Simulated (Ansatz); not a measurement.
## SrCl₂: computed DOS

```yaml
crystal:
  lattice:
    - [0.00000, 3.52023, 3.52023]
    - [3.52023, 0.00000, 3.52023]
    - [3.52023, 3.52023, 0.00000]
  atoms:
    - { symbol: Sr, position: [0.00000, 0.00000, 0.00000] }
    - { symbol: Cl, position: [0.25000, 0.25000, 0.25000] }
    - { symbol: Cl, position: [0.75000, 0.75000, 0.75000] }
```

The cell was built from the fluorite type and relaxed in the same program, and has space group Fm-3m; it needn't be a known or the stable phase.

All numbers below come from DFT, PBE, all-electron LAPW, scalar-relativistic in Ansatz 0.2.0.

Settings: a Γ-centred 10×10×10 k mesh, Fermi–Dirac smearing of 0.08 eV, basis error target 1 meV/atom, no spin polarisation.

Question: Which of the resolved shells contributes most in the top eV of the valence band?

Answer: Cl 3p, with 98 % of all states there; Sr 4p follows with 0 %.

Question: Tabulate the density of states.

Answer: States per eV and cell, averaged over 0.4 eV, from -2.6 to 6.0 eV, with energies (bin centres) from the valence-band top; empty bins are left out. The partial columns, the largest 3 alone, are projections on Löwdin-orthogonalised atomic shells (those that the program's projection atoms carry: the occupied ones and, for some elements, an empty d or f shell; other empty shells have no column), summed over atoms of an element. Weights on diffuse s and p shells depend on that basis and aren't pure angular character.
| E (eV) | total | Cl 3p | Sr 5s | Sr 4p |
| --- | --- | --- | --- | --- |
| -2.5 | 0.82 | 0.71 | 0.09 | 0.00 |
| -2.1 | 3.90 | 3.63 | 0.18 | 0.02 |
| -1.7 | 7.44 | 7.11 | 0.13 | 0.04 |
| -1.3 | 3.55 | 3.39 | 0.06 | 0.02 |
| -0.9 | 4.72 | 4.58 | 0.03 | 0.02 |
| -0.5 | 6.84 | 6.69 | 0.02 | 0.02 |
| -0.1 | 2.74 | 2.70 | 0.00 | 0.00 |
| 5.5 | 0.13 | 0.00 | 0.05 | 0.00 |
| 5.9 | 1.23 | 0.01 | 0.15 | 0.00 |
